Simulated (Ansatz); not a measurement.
## Property card for GdO

GdO:
```yaml
crystal:
  lattice:
    - [0.00000, 2.67989, 2.67989]
    - [2.67989, 0.00000, 2.67989]
    - [2.67989, 2.67989, 0.00000]
  atoms:
    - { symbol: Gd, position: [0.00000, 0.00000, 0.00000] }
    - { symbol: O, position: [0.75000, 0.75000, 0.75000] }
```
The run is spin-polarised; directions of the spins, atom by atom: ↑ 0.

Space group F-43m (No. 216), zinc blende; conventional cell a = b = c = 5.3598 Å, α = β = γ = 90.00°.

Method: r²SCAN (plane waves, PAW; program Ansatz). Geometry: relaxed at this level of theory. Other levels are named where they apply.

**Cell and energy**

```yaml
volume_per_atom: 19.25 Å³
density: 7.47 g/cm³
Formation energy from the elements (no fitted shifts): -2.87 eV/atom
```

**Electronic structure**

```yaml
electronic_character: metallic (no gap)
Density of states at the Fermi level: 0.40 states/eV per atom (mean over ±0.08 eV)
```

**Magnetism**

```yaml
magnetic_order: ferromagnetic
net_moment: 3.97 μB per atom
```

**Mechanics**

```yaml
Bulk modulus (Birch–Murnaghan fit): 109 GPa
Pressure derivative B′: 4.0
```

The workflow started from an entry of the Crystallography Open Database (COD). Its standing as an ambient phase is unchecked. The cell was relaxed with r²SCAN under the symmetry of its start; its stability against distortions is not shown here. Spin order of the final state: ferromagnetic, the only order run, not a proven ground state. The cell computed holds one magnetic atom, so no antiferromagnetic order was within reach. Caveat: open 4f shells can settle in a state that is not the lowest. Other orbital occupations within this spin state were not tried. No Hubbard U is applied. The compound may be a true metal, but semilocal functionals without U, or a wrong spin order, can also close a gap. The references are the lowest solids computed at this level, not always the standard phases (solids in place of the gases). Spin–orbit coupling is left out wherever it is not named.

Potentials: the later of the program's two PAW sets.
